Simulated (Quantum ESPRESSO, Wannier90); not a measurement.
## BaTiO3 (R3m), plane waves to Wannier functions

```
BaTiO3
1.0
    2.84826     1.64444     2.33556
   -2.84826     1.64444     2.33556
    0.00000    -3.28888     2.33556
Ba Ti O
1 1 3
Direct
  0.00014   0.00014   0.00014
  0.51333   0.51333   0.51333
  0.48895   0.97972   0.48895
  0.48895   0.48895   0.97972
  0.97972   0.48895   0.48895
```

Materials Project entry mp-5020; symmetrised, unrelaxed at this level. COD (Crystallography Open Database) has the formula in 5 space groups, this one among them (matched by group alone). Method: PBEsol plane waves in Quantum ESPRESSO 7.5 (PseudoDojo norm-conserving files, 68 Ry, no spin polarisation, no spin-orbit coupling), Bloch states on a 8×8×8 mesh through Γ, Wannier90 4.0.1. Density: 8×8×8 mesh, cold smearing 0.01 Ry. Spin-orbit coupling is left out although heavy elements are present.

Valence charges of the files: Ba 10, Ti 12, O 6. 38 bands were computed.

Isolated groups of bands, relative to the valence-band maximum (bands from 21 on overlap up to the last one computed):

```csv
bands,from (eV),to (eV),filling,weight on atomic waves
1,-56.04,-56.04,filled,Ti 3s 96 %
2–4,-32.47,-32.42,filled,Ti 3p 98 %
5,-24.65,-24.41,filled,Ba 5s 95 %
6–8,-16.81,-15.68,filled,"O 2s 85 %, Ti 3d 5 %, Ti 4s 4 %"
9–11,-10.51,-9.43,filled,"Ba 5p 92 %, O 2p 5 %"
12–20,-4.32,0.00,filled,"O 2p 82 %, Ti 3d 11 %"
```

Wanted is a model with the orbitals Ti d, O p, without the filled groups that are mainly made of other shells (semicore states, and anion s where it isn't named); all higher bands stay in for disentanglement.

**Question.** Give num_wann, exclude_bands and num_bands, and the number of electrons that the model holds.

**Answer.** Electrons: 1×10 + 1×12 + 3×6 = 40, which fill 20 bands.
num_wann = 1×5 + 3×3 = 14.
exclude_bands = 1-11, 11 bands, so num_bands = 38 − 11 = 27.
The model holds 40 − 2×11 = 18 electrons. With the window frozen to 3.87 eV it follows pw.x to 0.2 meV rms (states up to 3.4 eV relative to the valence-band maximum).
